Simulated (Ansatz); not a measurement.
Relaxed-ion elastic tensor of MoPt (CsCl type, space group No. 221) in GPa (Voigt order), the program Ansatz at the PBEsol level (PAW); density 15.61 g/cm³, 15.48 Å³ per atom.

```
75.8   370   370   0.0   0.0   0.0
 370  75.8   370   0.0   0.0   0.0
 370   370  75.8   0.0   0.0   0.0
 0.0   0.0   0.0   114   0.0   0.0
 0.0   0.0   0.0   0.0   114   0.0
 0.0   0.0   0.0   0.0   0.0   114
```

Is the crystal mechanically stable?

No: the smallest eigenvalue of C is -294 GPa.

Space group Pm-3m (CsCl type). The start of the workflow was typed in or built on a structure type; neither database checked (COD, Materials Project) lists it. Whether it is the stable phase at ambient conditions was not checked. The cell was relaxed with PBEsol under the symmetry of its start. At this level the phase is mechanically unstable. No spin polarisation was allowed. Its formation energy is positive at this level, so the cell may be metastable or incomplete. As this level gives no gap, shear constants depend on the k-mesh and smearing (Fermi–Dirac, 0.1 eV here). On the denser mesh and wider smearing of the elastic run this cell carries a stress of 0.3 GPa. Spin–orbit coupling is left out wherever it is not named.

Potentials: the earlier of the program's two PAW sets. The files were generated under PBE; for other functionals the program regenerates the frozen cores, and for LDA and PBEsol the local potential too.
